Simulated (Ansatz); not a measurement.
Eu3Ag (Pm-3m); volume scaled by 0.96.

```
CELL_PARAMETERS angstrom
5.03476 0.00000 0.00000
0.00000 5.03476 0.00000
0.00000 0.00000 5.03476
ATOMIC_POSITIONS crystal
Eu 0.00000 0.50000 0.50000
Eu 0.50000 0.00000 0.50000
Eu 0.50000 0.50000 0.00000
Ag 0.00000 0.00000 0.00000
```

The reference geometry is a structure from the Materials Project; nothing is relaxed.

Functional, mesh and filling: LDA, 6×6×6 k mesh, Fermi–Dirac smearing of 0.08 eV. PAW means Ansatz 0.2.0 on its default frozen-core files. Site moments are integrated in spheres about the atoms. Start moments (μB): Eu1 7, Eu2 7, Eu3 7.

The self-consistent cycle went as follows.

```tsv
iteration	Harris–Foulkes energy less the last (meV)	density residual (eV)	M (μB)	∫|m| (μB)
1	945.598	7.1e+00	21.6571	21.6577
2	1219.610	1.1e+00	21.7345	21.7345
3	766.360	3.0e-01	21.9132	21.9132
4	90.251	9.0e-02	22.2608	22.2609
5	-13.906	2.5e-02	22.3277	22.3279
6	0.510	6.9e-03	22.3228	22.3230
7	-0.080	7.4e-04	22.3183	22.3185
8	0.000	1.5e-05	22.3132	22.3134
9	0.006	2.0e-06	22.3131	22.3133
10	0.001	3.3e-07	22.3127	22.3129
11	0.000	7.9e-09	22.3126	22.3128
12	0.000	2.3e-09	22.3127	22.3129
```

Site moments (μB): Eu1 7.08, Eu2 7.08, Eu3 7.08, Ag4 0.09. Cell moment 22.31 μB.

The PAW files were made with PBE; the program remakes their cores once for the run's functional and then keeps them frozen. Without U a semilocal functional puts the f levels too near the Fermi level, which can change moments and the order of magnetic states; site and cell moments are spin moments. Spin–orbit coupling is left out although heavy atoms are present. With open f shells a run can end in a state that isn't the lowest. None of this fixes the real material's magnetic order: only patterns that fit the cell were computed, at zero temperature, with a functional that can overstate moments.
